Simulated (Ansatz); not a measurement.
## Band table of As (sc type)

```yaml
crystal:
  lattice:
    - [2.69050, 0.00000, 0.00000]
    - [0.00000, 2.69050, 0.00000]
    - [0.00000, 0.00000, 2.69050]
  atoms:
    - { symbol: As, position: [0.00000, 0.00000, 0.00000] }
```

The cell comes from a relaxation on PAW files under the same functional, begun from a prototype that needn't be the stable phase.

All numbers are PBEsol results (scalar-relativistic) from Ansatz 0.2.0, with a Γ-centred 14×14×14 k mesh, Fermi–Dirac smearing of 0.05 eV, no spin polarisation. Methods: LAPW: all electrons, basis error target 1 meV/atom.

Path points, in fractions of the reciprocal vectors: Γ (0.000, 0.000, 0.000), X (0.000, 0.500, 0.000), M (0.500, 0.500, 0.000), R (0.500, 0.500, 0.500). The distance column jumps between branches of the path. Levels in eV from the Fermi level; bands 10 to 14, counted from the lowest band of the run. The gap is zero, the pressure 0.01 GPa.

```
# k(1/Å) point b10 b11 b12 b13 b14
0.000 Γ -15.11 4.21 4.21 4.21 8.63
0.167 - -15.02 2.97 4.30 4.30 8.71
0.334 - -14.73 0.79 4.55 4.55 8.97
0.500 - -14.27 -1.42 4.94 4.94 9.40
0.667 - -13.64 -3.45 5.44 5.44 9.96
0.834 - -12.91 -5.21 5.96 5.96 10.61
1.001 - -12.21 -6.53 6.39 6.39 11.21
1.168 X -11.89 -7.06 6.56 6.56 11.48
1.334 - -11.79 -6.97 5.51 6.65 12.19
1.501 - -11.51 -6.70 3.50 6.89 9.79
1.668 - -11.04 -6.27 1.37 7.26 7.56
1.835 - -10.40 -5.71 -0.63 5.58 7.74
2.002 - -9.65 -5.09 -2.40 3.95 8.23
2.169 - -8.90 -4.55 -3.76 2.80 8.63
2.335 M -8.53 -4.33 -4.33 2.38 8.78
2.571 - -9.25 -4.11 -3.87 3.24 8.47
2.807 - -10.70 -3.45 -2.95 5.54 7.66
3.043 - -12.17 -2.38 -1.78 6.64 8.71
3.279 - -13.42 -0.91 -0.34 5.66 10.73
3.515 - -14.35 0.92 1.38 4.88 9.91
3.751 - -14.92 2.94 3.18 4.38 9.16
3.987 Γ -15.11 4.21 4.21 4.21 8.63
4.276 - -14.82 3.02 3.02 3.41 10.36
4.564 - -13.97 1.26 1.26 2.02 13.73
4.853 - -12.58 -0.16 -0.16 0.86 12.42
5.142 - -10.70 -1.11 -1.11 0.09 9.50
5.431 - -8.46 -1.62 -1.62 -0.43 7.10
5.720 - -6.16 -1.80 -1.80 -1.12 5.93
6.009 R -4.82 -1.83 -1.83 -1.83 5.92
6.245 - -5.75 -2.22 -1.61 -1.11 5.69
6.481 - -7.37 -3.20 -0.95 0.08 5.77
6.717 - -8.91 -4.39 0.13 1.35 6.51
6.953 - -10.19 -5.49 1.60 2.78 7.82
7.189 - -11.13 -6.34 3.41 4.35 9.62
7.425 - -11.70 -6.88 5.38 5.85 11.86
7.660 X -11.89 -7.06 6.56 6.56 11.48
9.312 R -4.82 -1.83 -1.83 -1.83 5.92
9.479 - -5.31 -2.02 -2.02 -1.14 5.49
9.645 - -6.18 -2.49 -2.49 0.33 4.68
9.812 - -7.00 -3.05 -3.05 2.13 3.89
9.979 - -7.66 -3.57 -3.57 3.24 4.11
10.146 - -8.15 -3.98 -3.98 2.76 6.15
10.313 - -8.44 -4.24 -4.24 2.47 7.95
10.479 M -8.53 -4.33 -4.33 2.38 8.78
```
